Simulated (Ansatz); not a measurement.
NiTe:
```xyz
4
Lattice="3.9706 0.0000 0.0000 -1.9853 3.4387 0.0000 0.0000 0.0000 5.1814" Properties=species:S:1:pos:R:3 pbc="T T T"
Ni     0.0000     0.0000     0.0000
Ni     0.0000     0.0000     2.5907
Te     0.0000     2.2924     1.2953
Te     1.9853     1.1462     3.8860
```

Relaxed with PBEsol. Special points in fractions of this cell's reciprocal vectors: Γ (0.000, 0.000, 0.000); M (0.500, 0.000, 0.000); K (0.333, 0.333, 0.000); A (0.000, 0.000, 0.500); L (0.500, 0.000, 0.500); H (0.333, 0.333, 0.500).

**Question.** List the band energies nearest the Fermi level at these points for PBEsol with spin–orbit coupling in the plane-wave PAW code Ansatz.

**Answer.** In eV from the Fermi level; about four levels below and three above (degenerate sets whole), none deeper than 8.9 eV; points with the same levels are listed once.

| k | below | above |
|---|---|---|
| Γ | -0.86 -0.86 -0.14 -0.14 | 1.18 1.18 1.42 1.42 |
| M | -1.26 -1.26 -0.97 -0.97 | 0.54 0.54 2.19 2.19 |
| K | -0.33 -0.33 -0.28 -0.28 | 2.30 2.30 5.71 5.71 |
| A | -1.32 -1.32 -1.32 -1.32 | 0.58 0.58 0.58 0.58 |
| L | -0.53 -0.53 -0.53 -0.53 | 0.42 0.42 0.42 0.42 |
| H | -1.41 -1.41 -1.34 -1.34 | 2.15 2.15 2.38 2.38 |

Space group P6_3/mmc (NiAs type). The workflow started from an entry of the Crystallography Open Database (COD). Whether it is the stable phase at ambient conditions was not checked. Symmetry was held in the PBEsol relaxation; its stability against distortions is not shown here. The workflow began spin-polarised and lost its moments.

Potentials: the later of the program's two PAW sets.
